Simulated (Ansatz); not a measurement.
YCo3B2:
Space group P6/mmm (No. 191); a = b = 4.9543 Å, c = 2.9705 Å, α = β = 90.00°, γ = 120.00°

| atom | site | symmetry | x | y | z |
|---|---|---|---|---|---|
| Y | 1a | 6/mmm | 0.0000 | 0.0000 | 0.0000 |
| Co | 3g | mmm | 0.5000 | 0.5000 | 0.5000 |
| B | 2c | -6m2 | 0.3333 | 0.6667 | 0.0000 |

Relaxed with PBEsol.

Q: Which orbitals make up the states near the Fermi level in plane-wave PAW PBEsol (Ansatz code)?

A: Within 0.5 eV of the Fermi level: Co 3d 77 %, B 2p 11 %, Y 4d 6 %. Projections are on Löwdin-orthogonalised atomic valence shells; empty p or d shells of many metals are not among them.

Q: Tabulate the density of states.

A: States/eV per cell of 6 atoms, in 0.25 eV bins, energy from the Fermi level.

```csv
E (eV),total,Co 3d,B 2p,Y 4d
-7.85,1.36,0.16,0.16,0.15
-7.60,1.56,0.26,0.16,0.17
-7.35,2.06,0.54,0.15,0.20
-7.10,1.92,0.72,0.08,0.11
-6.85,0.45,0.13,0.07,0.03
-6.60,0.34,0.08,0.10,0.02
-6.35,0.41,0.10,0.15,0.03
-6.10,0.48,0.12,0.19,0.04
-5.85,0.59,0.16,0.23,0.05
-5.60,1.25,0.34,0.54,0.09
-5.35,1.68,0.48,0.74,0.11
-5.10,1.82,0.57,0.79,0.11
-4.85,2.48,0.89,1.04,0.15
-4.60,2.62,1.12,1.02,0.12
-4.35,4.15,1.98,1.53,0.18
-4.10,3.52,1.83,1.17,0.13
-3.85,3.16,1.95,0.82,0.09
-3.60,5.26,3.14,1.43,0.21
-3.35,6.74,4.26,1.68,0.28
-3.10,7.10,4.44,1.81,0.52
-2.85,6.08,4.25,1.15,0.50
-2.60,8.24,6.01,0.83,0.87
-2.35,7.93,6.15,0.91,0.54
-2.10,5.32,4.54,0.25,0.29
-1.85,3.85,3.20,0.16,0.26
-1.60,6.58,5.47,0.17,0.54
-1.35,7.95,6.70,0.25,0.59
-1.10,11.90,10.31,0.38,0.72
-0.85,9.93,8.75,0.33,0.52
-0.60,9.38,8.58,0.35,0.22
-0.35,6.15,5.16,0.41,0.32
-0.10,3.57,2.53,0.43,0.35
0.15,2.62,1.79,0.45,0.18
0.40,1.83,1.17,0.34,0.15
0.65,2.00,1.28,0.36,0.18
0.90,2.88,1.48,0.42,0.80
1.15,4.00,2.00,0.63,1.09
1.40,4.84,2.52,0.82,1.08
1.65,5.14,2.41,0.89,1.36
1.90,3.23,1.20,0.61,1.02
2.15,2.05,0.66,0.45,0.64
2.40,1.97,0.57,0.49,0.62
2.65,1.57,0.40,0.44,0.49
2.90,1.38,0.34,0.43,0.47
3.15,1.39,0.33,0.43,0.50
3.40,1.32,0.31,0.41,0.48
3.65,0.99,0.24,0.29,0.39
3.90,1.24,0.30,0.30,0.55
4.15,2.10,0.49,0.58,0.81
4.40,3.47,0.79,0.93,1.34
4.65,3.51,0.73,0.94,1.28
```

The first step of the workflow began from a Materials Project structure, measured or hypothetical; the Crystallography Open Database files this formula in space group No. 191, but the cells were not matched. Its standing as an ambient phase is unchecked. The PBEsol relaxation kept the symmetry of its start; of distortions, only those at the zone centre were tested. The workflow began spin-polarised and lost its moments. Spin–orbit coupling is left out wherever it is not named.

Potentials: the later of the program's two PAW sets.
